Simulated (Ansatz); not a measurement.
Relaxed-ion elastic tensor of Fe (bcc (W type), Im-3m) in GPa (Voigt order), plane-wave PAW PBE (Ansatz code); density 8.17 g/cm³, 11.35 Å³ per atom.

```
277  150  150  0.0  0.0  0.0
150  277  150  0.0  0.0  0.0
150  150  277  0.0  0.0  0.0
0.0  0.0  0.0  111  0.0  0.0
0.0  0.0  0.0  0.0  111  0.0
0.0  0.0  0.0  0.0  0.0  111
```

### Question
Is the crystal mechanically stable?

### Answer
Yes: the smallest eigenvalue of C is 111 GPa.

### Question
Work out the Voigt, Reuss and Hill averages.

### Answer
K_V = 192, K_R = 192, K_H = 192; G_V = 92.2, G_R = 85.7, G_H = 88.9 GPa.

### Question
Give Young's modulus, Poisson's ratio, Pugh's ratio and the universal anisotropy index.

### Answer
E = 9KG/(3K + G) = 231 GPa; ν = 0.30; K/G = 2.16 (ductile by the Pugh limit of 1.75); A_U = 5G_V/G_R + K_V/K_R − 6 = 0.38.

### Question
Estimate the sound speeds and the Debye temperature.

### Answer
v_l = √((K + 4G/3)/ρ) = 6170 m/s, v_t = √(G/ρ) = 3300 m/s, mean 3680 m/s; Θ = (h/k)(3n/4πV)^(1/3) v_m = 488 K.

### Question
Give the Zener ratio and Young's modulus along [100], [110] and [111].

### Answer
A = 2C44/(C11 − C12) = 1.74; 1/E = S11 − 2(S11 − S12 − S44/2)Γ with Γ = 0, 1/4, 1/3 gives 172, 242, 279 GPa.

### Question
Solve the Christoffel equation for the three sound speeds along [100], [110], [111].

### Answer
Eigenvalues of C_ijkl n_j n_l equal ρv². In km/s, slowest first: [100] 3.69, 3.69, 5.83; [110] 2.79, 3.69, 6.30; [111] 3.12, 3.12, 6.46.

Symmetry was held in the PBE relaxation. Spin order of the final state: ferromagnetic, chosen from 3 collinear starts compared on coarse meshes (ties went to the first, and starts can fall back to one state), not a proven ground state. Textbook magnetic order: ferromagnetic. As this level gives no gap, shear constants depend on the k-mesh and smearing (Fermi–Dirac, 0.1 eV here).

Potentials: the earlier of the program's two PAW sets.
